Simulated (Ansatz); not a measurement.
Method: DFT PBE, scalar-relativistic, plane waves, PAW (Ansatz). All cells share a 420 eV cutoff and Γ-centred k meshes spaced at most about 0.3 Å⁻¹ (about 0.25 or finer for metals, 2π included). No spin polarisation in the final relaxations.

All energies are static (0 K, no zero-point motion).

Compare these two cells of SbP₅, each relaxed at this level.

A. Space group P6/mmm (No. 191), hexagonal, a = 5.040 Å, c = 4.690 Å. Sb has 6 P at 2.91 Å and 12 P at 3.44 Å; P on a site of symmetry mmm is surrounded by 4 P at 2.52 Å and 4 P at 2.76 Å; P on a site of symmetry -6m2 has 9 P at 2.76–2.91 Å and 3 Sb at 2.91 Å.

B. Space group F-43m (No. 216), cubic, a = 7.497 Å. Sb is surrounded by 16 P at 3.09–3.25 Å; around P on a site of symmetry -43m lie 12 P at 3.14 Å and 4 Sb at 3.25 Å; P on a site of symmetry 3m is surrounded by 3 P at 2.41 Å, 3 P at 2.89 Å, 3 Sb at 3.09 Å and 3 P at 3.14 Å.

Question: Which form is favoured at zero pressure, and by what margin per atom?

Answer: A is lower, by 78 meV/atom. A has the CaCu5 type, space group P6/mmm (No. 191), 17.2 Å³/atom and no gap on its mesh; B has space group F-43m (No. 216), 17.6 Å³/atom and no gap. Counting P atoms around Sb (those within 1.25 times the shortest such distance or 1.15 times the sum of covalent radii; a plus sign parts nearer from farther groups; the shortest distance is added where it is long for a bond), A has Sb 6+12 from 2.9 Å and B has Sb 16 from 3.1 Å. B holds P–P units of three or more atoms (shortest 2.41 Å); in A the shortest P–P distance is 2.52 Å, near bonding range too. Even the lower one lies +0.71 eV/atom against the reference forms of the elements (uncorrected), so neither is stable at this level. Both come from invented guesses. A third cell relaxed alike, in Cmmm, lies 232 meV/atom below the lower of the two.

Spin–orbit coupling, which can matter for Sb, is left out. Cells relaxed within their symmetry can be saddle points.
